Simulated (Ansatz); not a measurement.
All numbers below come from DFT PBE, scalar-relativistic, plane waves, PAW, and for the lanthanide a 4f-in-core norm-conserving potential, in Ansatz. Settings: cutoff 690 eV, Γ-centred meshes spaced at most about 0.3 Å⁻¹, and about 0.25 Å⁻¹ or finer for metals (2π included), Gaussian smearing. No spin polarisation in the final relaxations.

Temperature and zero-point effects are left out.

Compare these two cells of Li3Tm, each relaxed at this level.

A.

```
CELL_PARAMETERS angstrom
5.82242 0.00000 0.00000
-2.91121 5.04236 0.00000
0.00000 0.00000 3.16489
ATOMIC_POSITIONS crystal
Li 0.50000 0.00000 0.50000
Li 0.00000 0.50000 0.50000
Li 0.50000 0.50000 0.50000
Tm 0.00000 0.00000 0.00000
```

B.

```
CELL_PARAMETERS angstrom
0.00000 3.56273 3.56273
3.56273 0.00000 3.56273
3.56273 3.56273 0.00000
ATOMIC_POSITIONS crystal
Li 0.25000 0.25000 0.25000
Li 0.50000 0.50000 0.50000
Li 0.75000 0.75000 0.75000
Tm 0.00000 0.00000 0.00000
```

Question: Which is lower in energy, and by how much?

Answer: A is lower, by 64 meV/atom. A has space group P6/mmm (No. 191), 23.2 Å³/atom and no gap on its mesh; B has the BiF3 (D0_3) type, space group Fm-3m (No. 225), 22.6 Å³/atom and no gap. Counting all near atoms (those within 1.25 times the shortest distance at each site; a plus sign parts nearer from farther groups), A has Li 10, Tm 14 and B has Li 8+6, Tm 8+6. Even the lower one lies +0.17 eV/atom against the reference forms of the elements (uncorrected), so neither is stable at this level. Both come from invented guesses. A third cell relaxed alike, in P4/mmm, lies 56 meV/atom below the lower of the two.

Cells relaxed within their symmetry can be saddle points.

The lanthanide is trivalent by construction, without f bands, f moments or other valences.
